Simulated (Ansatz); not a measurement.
# TlWCl$_{6}$ (Fm-3m) at 2 levels of theory

One geometry, relaxed with PBE; plane waves with PAW potentials in Ansatz, scalar-relativistic. Collinear spin, ending at 1.0 μB a primitive cell. Gaps are the least over mesh and band path; pressure is positive in compression.

```yaml
crystal:
  lattice:
    - [0.00000, 5.58364, 5.58364]
    - [5.58364, 0.00000, 5.58364]
    - [5.58364, 5.58364, 0.00000]
  atoms:
    - { symbol: Tl, position: [0.00000, 0.00000, 0.00000] }
    - { symbol: W, position: [0.50000, 0.50000, 0.50000] }
    - { symbol: Cl, position: [0.70978, 0.29022, 0.29022] }
    - { symbol: Cl, position: [0.29022, 0.70978, 0.70978] }
    - { symbol: Cl, position: [0.29022, 0.70978, 0.29022] }
    - { symbol: Cl, position: [0.70978, 0.29022, 0.70978] }
    - { symbol: Cl, position: [0.29022, 0.29022, 0.70978] }
    - { symbol: Cl, position: [0.70978, 0.70978, 0.29022] }
```

| level | cutoff (eV) | k mesh | gap (eV) | pressure (GPa) | largest moment (μB) |
| --- | --- | --- | --- | --- | --- |
| PBE | 420 | 6×6×6 | 0 | 0.0 | 0.57 |

**Question.** What comes out on the same cell with PBEsol?

**Answer.**
| level | cutoff (eV) | k mesh | gap (eV) | pressure (GPa) | largest moment (μB) |
| --- | --- | --- | --- | --- | --- |
| PBEsol | 420 | 6×6×6 | 0 | -1.1 | 0.56 |

Spin-orbit coupling matters for the bands of heavy elements and is left out.

It was reached by relaxing an invented guess, and it needn't be the stable form of this composition.
